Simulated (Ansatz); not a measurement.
BaTiO$_{3}$:
```yaml
crystal:
  lattice:
    - [2.78810, 1.60971, 2.28050]
    - [-2.78810, 1.60971, 2.28050]
    - [0.00000, -3.21942, 2.28050]
  atoms:
    - { symbol: Ba, position: [0.99893, 0.99893, 0.99893] }
    - { symbol: Ti, position: [0.50753, 0.50753, 0.50753] }
    - { symbol: O, position: [0.48958, 0.98546, 0.48958] }
    - { symbol: O, position: [0.48958, 0.48958, 0.98546] }
    - { symbol: O, position: [0.98546, 0.48958, 0.48958] }
```

Tensor components refer to the Cartesian frame of this cell.

**Question.** Give the high-frequency dielectric tensor and the Born effective charge tensors of the independent atoms from DFPT, the program Ansatz at the LDA level (PAW).

**Answer.** 
ε∞:
```
6.36  0.00  0.00
0.00  6.36  0.00
0.00  0.00  6.05
```
Z* of atom 1 (Ba), rows: field, columns: displacement, in e:
```
2.80  0.00  0.00
0.00  2.80  0.00
0.00  0.00  2.78
```
Z* of atom 2 (Ti), rows: field, columns: displacement, in e:
```
6.86  0.00  0.00
0.00  6.86  0.00
0.00  0.00  6.26
```
Z* of atom 3 (O), rows: field, columns: displacement, in e:
```
-3.80   1.00   1.33
 1.00  -2.64  -0.77
 1.23  -0.71  -3.01
```

Space group R3m. This is a known low-temperature phase of the composition, computed here at zero pressure and temperature. The cell was relaxed with LDA under the symmetry of its start; its stability against distortions is not shown here. The run is not spin-polarised. Spin–orbit coupling is left out wherever it is not named.

Potentials: the earlier of the program's two PAW sets.
